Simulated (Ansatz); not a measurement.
WS₂:
```
CELL_PARAMETERS angstrom
      1.58670     0.91608     6.27180
     -1.58670     0.91608     6.27180
      0.00000    -1.83216     6.27180
ATOMIC_POSITIONS crystal
  W  0.99933 0.99933 0.99933
  S  0.58310 0.58310 0.58310
  S  0.74887 0.74887 0.74887
```

Relaxed with r²SCAN+D4.

Question: Map the electron localisation function on the plane through (0.999, 0.999, 0.999) spanned by u = [1, 0, 0] and v = [-1, 1, 1] in lattice vectors, from plane-wave PAW r²SCAN+D4 (Ansatz code).

Answer: x is the fraction of u, y of v (the angle between them is 47°; rows are the nearest grid lines); atoms in the plane: W at (0.00, 0.00), S at (0.17, 0.58), S at (0.50, 0.75).
```
|0167622344455431000000011221267610|
|6346753357888888751000000111224676|
|7767763357888999986200000011122367|
|2356653237898889999973000000123322|
|4333332236888756899997300000124444|
|8886421112578620038999961000246788|
|8998763211367740003899984000246788|
|9888888642124676411379998400037899|
|9973114676421246787778888730005899|
|9995000367642124678888888741002799|
|9999820026775322346777766531000169|
|7999984125787532334566654321000027|
|0379999877788754344433221100000000|
|0037999988888764444443211000000000|
|0000157888776654333455431100000000|
|0000013677665432222455543110000000|
|0000000001221110001134555321111000|
|1100000000000000000011233321111111|
|1110000000000000000001122222111111|
|1121100000000000000001111123443111|
|2122110000000000000001111124676532|
|7632211100000000000001111113677677|
|6764222111000000000000111112576436|
|0167622344455431000000011221267610|
```
Scale: ten equal steps from 0.002 (start of '0') to 0.951 (end of '9'), in the order '0123456789'; x runs from 0.000 to 1.00, y from 0.000 (bottom) to 1.00 (top).

The density is the valence pseudo-density with augmentation charge, so density and ELF within about 1 Å of a nucleus are not all-electron values.

Space group R3m. The first step of the workflow began from a Materials Project structure, measured or hypothetical; the Crystallography Open Database files this formula in space group No. 160, but the cells were not matched. It is not the phase usual at ambient conditions (space group No. 194). The cell was relaxed with r²SCAN+D4 under the symmetry of its start; its stability against distortions is not shown here. No spin polarisation was allowed. Spin–orbit coupling is left out wherever it is not named.

Potentials: the later of the program's two PAW sets.
